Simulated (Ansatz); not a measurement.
The relaxed structure here is a generated cell of AlRh: the first start was made by placing the elements on the sites of a structure type, and the end was not matched to a known phase here, so it may be hypothetical.

One starting cell of AlRh (a generated cell, AlRh built in the AFLOW prototype AB_tP4_129_c_c (B11, as in TiCu)) was relaxed twice with Ansatz (plane waves, PAW, scalar-relativistic): with PBEsol at 420 eV and with PBE at 420 eV. The PBEsol result:

AlRh has the tetragonal space group P4/nmm, origin choice 1 (No. 129), Pearson symbol tP4. Conventional cell: a = b = 3.1740 Å, c = 5.5256 Å, α = β = γ = 90.00°. Al on 2c is surrounded by 4 Rh at 2.476 Å and 1 Rh at 2.651 Å and 1 Rh at 2.875 Å and 4 Al at 2.759 Å and 4 Al at 3.174 Å. Rh on 2c has 4 Al at 2.476 Å and 1 Al at 2.651 Å and 1 Al at 2.875 Å and 4 Rh at 2.895 Å and 4 Rh at 3.174 Å. (Neighbours: up to the widest gap in distance over summed covalent radii, below 1.35, at either atom.)

| quantity | PBEsol | PBE |
|---|---|---|
| space group | P4/nmm | P4/nmm |
| volume (Å³/atom) | 13.92 | … |
| a (Å) | 3.174 | … |
| c (Å) | 5.526 | … |
| gap (eV, no spin-orbit coupling) | 0.00 | … |

Question: Fill in the PBE column.

Answer: 
- volume (Å³/atom), PBE: 14.37
- a (Å), PBE: 3.208
- c (Å), PBE: 5.587
- gap (eV, no spin-orbit coupling), PBE: 0.00

Both levels end in the same structure; PBE's volume is 3.3 % larger. Neither column is exact.

No spin polarisation in the result.

The run could not lose the symmetry of its start: the end is stationary, and may be a saddle point rather than a minimum.

Ansatz is a first-principles code.
